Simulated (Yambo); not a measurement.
Yambo run on MgH2 (rutile, space group P4_2/mnm, No. 136). The wavefunctions are PBEsol (pw.x of Quantum ESPRESSO, ONCV potentials, without SOC) ones on a 4×4×6 mesh (12 occupied bands); a = 4.477 Å, b = 4.477 Å, c = 2.993 Å, α = 90.00°, β = 90.00°, γ = 90.00°.

Yambo input:

```
rim_cut
gw0
dyson
el_el_corr
HF_and_locXC
ppa
em1d
RandQpts= 1000000
RandGvec= 1 Ry
EXXRLvcs= 84 Ry
VXCRLvcs= 336 Ry
Chimod= "HARTREE"
% BndsRnXp
 9 | 111 |
%
NGsBlkXp= 7 Ry
% LongDrXp
 1.0 | 1.0 | 1.0 |
%
PPAPntXp= 27.2114 eV
% GbndRnge
 1 | 111 |
%
GTermKind= "BG"
DysSolver= "n"
ExtendOut
% QPkrange
 5 | 5 | 12 | 13 |
 24 | 24 | 13 | 13 |
%
```

k points by index: 5 = (0, 0.25, 0), 24 = A.

Table of the .qp output:

```
#    K-point    Band    Eo [eV]    E [eV]    E-Eo [eV]    Vxc [eV]    Vnlxc [eV]    Sc|Eo [eV]    Sc|E [eV]    dSc/dw|Eo [eV]    Re(Z)    Im(Z)
#
    5    12    0.000000    -1.324957    -1.324957    -11.46838    -14.94299    1.777610    2.149649    -7.639806    0.780783    -0.001833
    5    13    4.564856    5.310557    0.745701    -8.750439    -4.467977    -3.369834    -3.536761    -6.090025    0.817121    -0.001569
    24    13    3.739989    4.586177    0.846187    -9.398927    -5.062801    -3.299928    -3.489938    -6.109132    0.816652    -0.001577
```
(The two width columns are left out.) Convergence of these settings isn't established.

Geometry of the Materials Project entry, not relaxed at this level.
